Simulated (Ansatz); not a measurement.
MgTePb₂O₆:
```yaml
crystal:
  lattice:
    - [0.00000, 3.98653, 3.98653]
    - [3.98653, 0.00000, 3.98653]
    - [3.98653, 3.98653, 0.00000]
  atoms:
    - { symbol: Mg, position: [0.00000, 0.00000, 0.00000] }
    - { symbol: Te, position: [0.50000, 0.50000, 0.50000] }
    - { symbol: Pb, position: [0.75000, 0.75000, 0.75000] }
    - { symbol: Pb, position: [0.25000, 0.25000, 0.25000] }
    - { symbol: O, position: [0.25833, 0.74167, 0.25833] }
    - { symbol: O, position: [0.74167, 0.25833, 0.74167] }
    - { symbol: O, position: [0.25833, 0.74167, 0.74167] }
    - { symbol: O, position: [0.74167, 0.25833, 0.25833] }
    - { symbol: O, position: [0.25833, 0.25833, 0.74167] }
    - { symbol: O, position: [0.74167, 0.74167, 0.25833] }
```

Relaxed with PBEsol.

Q: Map the valence electron density (e/Å³), cut off at 3 on the plane through (0.000, 0.000, 0.000) spanned by u = [1, 0, 0] and v = [-1, 1, 1] in lattice vectors, from PBEsol (plane waves, PAW; program Ansatz).

A: x is the fraction of u, y of v (the angle between them is 90°; rows are the nearest grid lines); atoms in the plane: Mg at (0.00, 0.00), Te at (0.00, 0.50), Pb at (0.50, 0.75), Pb at (0.50, 0.25), O at (0.00, 0.74), O at (0.00, 0.26).
```
|@@@+                     +@@@|
|@@#.                     .#@@|
|+=.                       .=+|
|            ..:..            |
|=-:.      :=#@@@#=:      .:-=|
|@@@=.    .=@@@@@@@=.    .=@@@|
|@@@*:    .=@@@@@@@=.    :*@@@|
|@@@=.    .-*@@@@@*-.    .=@@@|
|==:.      .:-=+=-:.      .:==|
|=-:.                     .:-=|
|@@+:.                   .:+@@|
|@@@@:.                 .:@@@@|
|@@@@:.                 .:@@@@|
|@@+:.                   .:+@@|
|=-:.                     .:-=|
|==:.      .:-=+=-:.      .:==|
|@@@=.    .-*@@@@@*-.    .=@@@|
|@@@*:    .=@@@@@@@=.    :*@@@|
|@@@=.    .=@@@@@@@=.    .=@@@|
|=-:.      :=#@@@#=:      .:-=|
|            ..:..            |
|+=.                       .=+|
|@@#.                     .#@@|
|@@@+                     +@@@|
```
Scale: ten equal steps from 0.044 (start of ' ') to 3.00 (end of '@'), in the order ' .:-=+*#%@'; x runs from 0.000 to 1.00, y from 0.000 (bottom) to 1.00 (top).

The density is the valence pseudo-density with augmentation charge, so density and ELF within about 1 Å of a nucleus are not all-electron values.

Space group Fm-3m. The first step of the workflow began from a Materials Project structure, measured or hypothetical; the Crystallography Open Database files this formula in space group No. 225, but the cells were not matched. Whether it is the stable phase at ambient conditions was not checked. Symmetry was held in the PBEsol relaxation; its stability against distortions is not shown here. Scalar-relativistic: spin–orbit coupling is off unless named, which matters more the heavier the elements.

Potentials: the later of the program's two PAW sets.
